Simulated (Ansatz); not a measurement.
Profile along the Cu–Cu line in Cu (fcc, Cu type)

Cu (fcc, Cu type)

```
Cu
1.0
    0.00000     1.78189     1.78189
    1.78189     0.00000     1.78189
    1.78189     1.78189     0.00000
Cu
1
Direct
  0.00000   0.00000   0.00000
```

Fields along a shortest Cu–Cu line of a {100} plane (2.52 Å), from Cu to Cu, interpolated on the slice's grid (step about 0.1 Å). The numbers are results of PBEsol (plane waves to 420 eV, PAW, scalar-relativistic; Ansatz, an electronic-structure program), not measurements. k mesh 22×22×22. Inside the PAW spheres the values are not all-electron values, and peaks at nuclei hang on which shells count as valence. Cu is run without spin polarisation. Cu was relaxed with its symmetry unable to fall.

| distance from Cu (Å) | valence electron density (e/Å³) | electron localisation function |
|---|---|---|
| 0.00 | 70.12 | x |
| 0.25 | 37.90 | x |
| 0.50 | 7.95 | 0.35 |
| 0.76 | 1.38 | 0.19 |
| 1.01 | 0.39 | 0.18 |
| 1.26 | 0.29 | 0.22 |
| 1.51 | 0.39 | 0.18 |
| 1.76 | 1.38 | 0.19 |
| 2.02 | 7.95 | 0.35 |
| 2.27 | 37.90 | x |
| 2.52 | 70.12 | x |

x: too close to a nucleus for the ELF to mean much.

Density on the Cu–Cu line (2.52 Å) at its midpoint: 0.29 e/Å³. ELF at that point: 0.22.
